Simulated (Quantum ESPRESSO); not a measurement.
Ga2MgGeAs4, input and log of a self-consistent run

Computed values, not a measurement. The program is pw.x of Quantum ESPRESSO 7.5 (plane-wave density functional theory). The cell is made up: 8 atoms on a zincblende/diamond lattice, with randomly drawn elements, strain and displacements, not relaxed. PseudoDojo standard norm-conserving files (v0.5 for PBE, v0.4.1 for LDA and PBEsol) set the functional; there is no spin polarisation, spin-orbit coupling or dispersion term, and the masses in the input are unused placeholders.

Input:

```
&control calculation='scf', pseudo_dir='./dojo.nc.sr.pbe.v0_5.standard.upf', outdir='./o', disk_io='low', tprnfor=.true., tstress=.true. /
&system ibrav=0, nat=8, ntyp=4, nbnd=65, ecutwfc=84.00895049, nosym=.true., tot_charge=0,
 occupations='smearing', smearing='fd', degauss=0.0073498644
/
&electrons conv_thr=7.350e-09, electron_maxstep=60, /
ATOMIC_SPECIES
As 1.0 As.upf
Ga 1.0 Ga.upf
Ge 1.0 Ge.upf
Mg 1.0 Mg.upf
CELL_PARAMETERS angstrom
5.7521 0.0059 0.0844
0.0059 5.9224 0.003
0.0844 0.003 5.8053
ATOMIC_POSITIONS angstrom
Ga -0.0888 -0.031 0.0225
Mg 0.1466 2.9963 2.8803
Ga 2.8985 0.0121 3.134
Ge 2.8109 2.9569 0.0595
As 1.4485 1.5368 1.4091
As 1.4209 4.3831 4.4285
As 4.3977 1.5325 4.3879
As 4.3968 4.4688 1.5452
K_POINTS automatic
6 6 6 1 1 1
```

The log is shortened where brackets say so; the opening notice, blank lines, dates and the lines on written files are dropped, and the path of the files is cut. It prints rydbergs, bohrs and kilobars, and counts compression as positive stress.

```
     Program PWSCF v.7.5
     Parallel version (MPI & OpenMP), running on       4 processor cores
     Number of MPI processes:                 4
     Threads/MPI process:                     1
     [start-up lines left out]
     bravais-lattice index     =            0
     lattice parameter (alat)  =      10.8711  a.u.
     unit-cell volume          =    1334.2961 (a.u.)^3
     number of atoms/cell      =            8
     number of atomic types    =            4
     number of electrons       =       110.00
     number of Kohn-Sham states=           65
     kinetic-energy cutoff     =      84.0090  Ry
     charge density cutoff     =     336.0358  Ry
     scf convergence threshold =      7.3E-09
     mixing beta               =       0.7000
     number of iterations used =            8  plain     mixing
     Exchange-correlation= PBE
                           (   1   4   3   4   0   0   0)
     [axes and pseudopotential details left out]
   Cartesian axes
     site n.     atom                  positions (alat units)
         1        Ga     tau(   1) = (  -0.0154362  -0.0053888   0.0039112  )
         2        Mg     tau(   2) = (   0.0254836   0.5208491   0.5006847  )
         3        Ga     tau(   3) = (   0.5038484   0.0021034   0.5447856  )
         4        Ge     tau(   4) = (   0.4886208   0.5140001   0.0103429  )
         5        As     tau(   5) = (   0.2517938   0.2671431   0.2449449  )
         6        As     tau(   6) = (   0.2469961   0.7619176   0.7698095  )
         7        As     tau(   7) = (   0.7644555   0.2663956   0.7627519  )
         8        As     tau(   8) = (   0.7642990   0.7768148   0.2686033  )
     number of k points=   108  Fermi-Dirac smearing, width (Ry)=  0.0073
     Number of k-points >= 100: set verbosity='high' to print them.
     Dense  grid:   138821 G-vectors     FFT dimensions: (  64,  72,  72)
     Estimated max dynamical RAM per process >     686.14 MB
     Estimated total dynamical RAM >       2.58 GB
     Initial potential from superposition of free atoms
     starting charge     109.9921, renormalised to     110.0000
     Starting wfcs are   68 randomized atomic wfcs
     total cpu time spent up to now is       38.7 secs
     per-process dynamical memory:   590.4 Mb
     Self-consistent Calculation
     iteration #  1     ecut=    84.01 Ry     beta= 0.70
     Davidson diagonalization with overlap
     ethr =  1.00E-02,  avg # of iterations =  4.1
     Threshold (ethr) on eigenvalues was too large:
     Diagonalizing with lowered threshold
     Davidson diagonalization with overlap
     ethr =  1.93E-04,  avg # of iterations =  5.8
     total cpu time spent up to now is      300.9 secs
     total energy              =   -1451.93745847 Ry
     estimated scf accuracy    <       0.21234091 Ry
     iteration #  2     ecut=    84.01 Ry     beta= 0.70
     Davidson diagonalization with overlap
     ethr =  1.93E-04,  avg # of iterations =  2.3
     total cpu time spent up to now is      421.9 secs
     total energy              =   -1451.96771521 Ry
     estimated scf accuracy    <       0.06905031 Ry
     iteration #  3     ecut=    84.01 Ry     beta= 0.70
     Davidson diagonalization with overlap
     ethr =  6.28E-05,  avg # of iterations =  2.9
     total cpu time spent up to now is      538.2 secs
     total energy              =   -1451.98463449 Ry
     estimated scf accuracy    <       0.01234932 Ry
     iteration #  4     ecut=    84.01 Ry     beta= 0.70
     Davidson diagonalization with overlap
     ethr =  1.12E-05,  avg # of iterations =  6.0
     total cpu time spent up to now is      664.1 secs
     total energy              =   -1451.98733598 Ry
     estimated scf accuracy    <       0.00252908 Ry
     iteration #  5     ecut=    84.01 Ry     beta= 0.70
     Davidson diagonalization with overlap
     ethr =  2.30E-06,  avg # of iterations =  4.4
     total cpu time spent up to now is      781.9 secs
     total energy              =   -1451.98786797 Ry
     estimated scf accuracy    <       0.00025612 Ry
     iteration #  6     ecut=    84.01 Ry     beta= 0.70
     Davidson diagonalization with overlap
     ethr =  2.33E-07,  avg # of iterations =  2.0
     total cpu time spent up to now is      891.0 secs
     total energy              =   -1451.98792856 Ry
     estimated scf accuracy    <       0.00001487 Ry
     iteration #  7     ecut=    84.01 Ry     beta= 0.70
     Davidson diagonalization with overlap
     ethr =  1.35E-08,  avg # of iterations =  2.8
     total cpu time spent up to now is     1018.6 secs
     total energy              =   -1451.98793218 Ry
     estimated scf accuracy    <       0.00000180 Ry
     iteration #  8     ecut=    84.01 Ry     beta= 0.70
     Davidson diagonalization with overlap
     ethr =  1.64E-09,  avg # of iterations =  3.1
     total cpu time spent up to now is     1142.6 secs
     total energy              =   -1451.98793270 Ry
     estimated scf accuracy    <       0.00000064 Ry
     iteration #  9     ecut=    84.01 Ry     beta= 0.70
     Davidson diagonalization with overlap
     ethr =  5.83E-10,  avg # of iterations =  2.0
     total cpu time spent up to now is     1247.8 secs
     total energy              =   -1451.98793284 Ry
     estimated scf accuracy    <       0.00000002 Ry
     iteration # 10     ecut=    84.01 Ry     beta= 0.70
     Davidson diagonalization with overlap
     ethr =  1.94E-11,  avg # of iterations =  3.0
     total cpu time spent up to now is     1381.2 secs
     End of self-consistent calculation
     [lines on levels left out]
!    total energy              =   -1451.98793285 Ry
     estimated scf accuracy    <          2.9E-09 Ry
     smearing contrib. (-TS)   =      -0.00111970 Ry
     internal energy E=F+TS    =   -1451.98681315 Ry
     The total energy is F=E-TS. E is the sum of the following terms:
     one-electron contribution =    -853.34566314 Ry
     hartree contribution      =     480.30610620 Ry
     xc contribution           =    -333.28569327 Ry
     ewald contribution        =    -745.66156294 Ry
     convergence has been achieved in  10 iterations
     Forces acting on atoms (cartesian axes, Ry/au):
     atom    1 type  2   force =     0.01320200    0.02890960   -0.01105878
     atom    2 type  4   force =    -0.02357466   -0.00464286   -0.00826921
     atom    3 type  2   force =     0.00008550   -0.00049435   -0.03522445
     atom    4 type  3   force =     0.03747278    0.01743951   -0.00531692
     atom    5 type  1   force =     0.00598867   -0.05991389    0.01089582
     atom    6 type  1   force =     0.02765577    0.03393461    0.01930970
     atom    7 type  1   force =    -0.01025644   -0.01287102    0.02001007
     atom    8 type  1   force =    -0.05057363   -0.00236159    0.00965377
     Total force =     0.118815     Total SCF correction =     0.000363
     Computing stress (Cartesian axis) and pressure
          total   stress  (Ry/bohr**3)                   (kbar)     P=        5.96
   0.00005432   0.00005079  -0.00012677            7.99        7.47      -18.65
   0.00005079  -0.00002508  -0.00001336            7.47       -3.69       -1.97
  -0.00012677  -0.00001336   0.00009225          -18.65       -1.97       13.57
     init_run     :     36.96s CPU     38.46s WALL (       1 calls)
     electrons    :   1317.83s CPU   1342.63s WALL (       1 calls)
     forces       :     25.42s CPU     25.96s WALL (       1 calls)
     stress       :     84.46s CPU     85.95s WALL (       1 calls)
     [timing details left out]
     PWSCF        :  24m25.65s CPU  24m54.36s WALL
     JOB DONE.
```

In other units: free energy -19755.302 eV for the cell, pressure 0.60 GPa, largest force component 1.540 eV/Å. A rerun of a related cell, with the same atoms placed differently, at 1437 eV and a 8 x 8 x 8 mesh moved values by no more than 0.005 eV in energy, 0.02 GPa in stress and 0.004 eV/Å in force.